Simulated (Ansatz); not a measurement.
Starting structure, 1 H2 a cell, tilted, over a top N site (TaN, Fm-3m (No. 225), (1 0 0) face):

```
CELL_PARAMETERS angstrom
6.20149 0.00000 0.00000
0.00000 6.20149 0.00000
0.00000 0.00000 22.53662
ATOMIC_POSITIONS crystal
Ta 0.50000 0.50000 0.35498
Ta 0.50000 0.00000 0.35498
Ta 0.00000 0.50000 0.35498
Ta 0.00000 0.00000 0.35498
N 0.25000 0.25000 0.35498
N 0.25000 0.75000 0.35498
N 0.75000 0.25000 0.35498
N 0.75000 0.75000 0.35498
Ta 0.75000 0.75000 0.45535
Ta 0.75000 0.25000 0.45535
Ta 0.25000 0.75000 0.45535
Ta 0.25000 0.25000 0.45535
N 0.50000 0.50000 0.45061
N 0.50000 0.00000 0.45061
N 0.00000 0.50000 0.45061
N 0.00000 0.00000 0.45061
Ta 0.00000 0.00000 0.54631
Ta 0.00000 0.50000 0.54631
Ta 0.50000 0.00000 0.54631
Ta 0.50000 0.50000 0.54631
N 0.75000 0.75000 0.56026
N 0.75000 0.25000 0.56026
N 0.25000 0.75000 0.56026
N 0.25000 0.25000 0.56026
H 0.85772 0.79925 0.66948
H 0.75000 0.75000 0.66276
```

Computed with DFT PBE+D3(BJ), scalar-relativistic, plane waves, PAW in Ansatz 0.2.0. Cutoff 420 eV; k points 3×3×1 on the computed 26-atom cell (Γ-centred); Gaussian smearing, width 0.10 eV; no spin polarisation. The cell repeats along c with a dipole correction in the vacuum.

Atoms 1, 2, 3, 4, 5, 6, 7, 8 (counted from 1) are held. The cell is fixed. Force threshold 0.04 eV/Å.

Q: Where does it end?

A: The energy falls by 0.792 eV in 19 steps, to:

```
CELL_PARAMETERS angstrom
6.20149 0.00000 0.00000
0.00000 6.20149 0.00000
0.00000 0.00000 22.53662
ATOMIC_POSITIONS crystal
Ta 0.50000 0.50000 0.35498
Ta 0.50000 0.00000 0.35498
Ta 0.00000 0.50000 0.35498
Ta 0.00000 0.00000 0.35498
N 0.25000 0.25000 0.35498
N 0.25000 0.75000 0.35498
N 0.75000 0.25000 0.35498
N 0.75000 0.75000 0.35498
Ta 0.72137 0.74990 0.44976
Ta 0.77857 0.24992 0.44972
Ta 0.27042 0.74994 0.45383
Ta 0.22998 0.24995 0.45382
N 0.50286 0.46825 0.45011
N 0.50284 0.03162 0.45006
N 0.99732 0.53165 0.45012
N 0.99734 0.96816 0.45008
Ta 0.01180 0.00826 0.54306
Ta 0.01162 0.49177 0.54312
Ta 0.48866 0.99277 0.54307
Ta 0.48877 0.50715 0.54312
N 0.74818 0.74994 0.55171
N 0.75210 0.24993 0.55193
N 0.24256 0.74994 0.56207
N 0.25759 0.25000 0.56261
H 0.84983 0.80302 0.70762
H 0.82246 0.78793 0.67532
```

The end is the local minimum or symmetric point that this start leads to. The slab is only 4.4 Å thick, so the energy isn't converged with thickness.

Spin–orbit coupling is left out, which can shift energies with elements as heavy as these.

The reference crystal is the rock-salt form of TaN, which isn't its usual structure.

Cost: 1 run of about 7.5 core-minutes, on AMD EPYC 9R45 (Zen 5) (shared hosts).